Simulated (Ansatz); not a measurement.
Ag$_{2}$S:
```cif
data_Ag8S4
_chemical_formula_sum 'Ag8 S4'
_space_group_name_H-M_alt 'Cmce'
_space_group_IT_number 64
_space_group_name_Hall '-C 2ac 2'
_cell_length_a 4.69037
_cell_length_b 7.36825
_cell_length_c 6.16102
_cell_angle_alpha 90.000
_cell_angle_beta 90.000
_cell_angle_gamma 90.000
loop_
_atom_site_label
_atom_site_type_symbol
_atom_site_symmetry_multiplicity
_atom_site_Wyckoff_symbol
_atom_site_fract_x
_atom_site_fract_y
_atom_site_fract_z
_atom_site_occupancy
Ag1 Ag 8 f 0.00000 0.33162 0.11572 1
S1 S 4 a 0.00000 0.00000 0.00000 1
```
(The calculation used a cell of 6 atoms; values per cell refer to that cell.)

This is the PBEsol-relaxed structure.

All from DFT-PBEsol in the program Ansatz with PAW potentials, unless another level is named. Estimate the bulk modulus (Birch–Murnaghan fit).

76.0 GPa.

And the highest zone-centre frequency?

229 cm⁻¹.

The workflow started from a Materials Project entry (that database holds measured and hypothetical structures alike); the Crystallography Open Database copy checked does not list it. COD files the formula under space group No. 4, 14, so this cell is another polymorph or a model. Whether it is the stable phase at ambient conditions was not checked. Symmetry was held in the PBEsol relaxation. At this level the phase is dynamically unstable (imaginary phonons). The run is not spin-polarised. A small band overlap can be real or an error of a semilocal functional. As this level gives no gap, phonon frequencies hold no LO–TO term and depend on the k-mesh and smearing (Fermi–Dirac, 0.1 eV here).

Potentials: the later of the program's two PAW sets.
